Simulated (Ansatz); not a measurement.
Here is the system:

Relaxed NiSi2 (fluorite type, space group Fm-3m):

```xyz
3
Lattice="0.0000 2.6935 2.6935 2.6935 0.0000 2.6935 2.6935 2.6935 0.0000" Properties=species:S:1:pos:R:3 pbc="T T T"
Ni     0.0000     0.0000     0.0000
Si     1.3467     1.3467     1.3467
Si     4.0402     4.0402     4.0402
```

In this cell atom 2 (Si, nearest neighbour Ni at 2.333 Å; its periodic images, 3.8 Å or more away, move with it) is moved by s towards the nearest neighbour, unit vector (-0.577, -0.577, -0.577); all other atoms and the cell stay fixed.

These are r2SCAN (plane waves to 500 eV, PAW, scalar-relativistic; Ansatz, a quantum-chemistry and plane-wave program) values and carry that method's errors. k mesh 12×12×12 (Γ-centred), Fermi-Dirac smearing 0.05 eV. Energies are smeared free energies. With partly filled bands, energies and forces of such displacements shift with the k mesh and the smearing. On this mesh the relaxed cell isn't quite at rest: it carries a pressure of -0.3 GPa (compression positive) at the zero of the scan. NiSi2 is run without spin polarisation. NiSi2 was relaxed with its symmetry unable to fall. The zero of ΔE is the undisplaced structure.

The scan covers s from -0.230 to 0.230 Å in 11 points.

### Question
Is this a single well or a double well?

### Answer
A single well with its minimum at or next to zero displacement.

### Question
Is the energy the same for displacements of ±0.230 Å, and if not, which side lies higher?

### Answer
Not even: the positive side lies higher at ±0.230 Å. With its periodic images moving along, the atom's site symmetry in this cell is -43m.

### Question
What force acts on the atom along the line at s = -0.230 Å?

### Answer
1.51 eV/Å.

### Question
What is the energy change at s = 0.230 Å?

### Answer
271 meV/cell.

### Question
What is the force constant k = d²E/ds² of this move at s = 0?

### Answer
8.63 eV/Å².

(For displaced atoms, the force is minus the slope of the energy, and its curvature is a force constant, which sets phonon frequencies.)
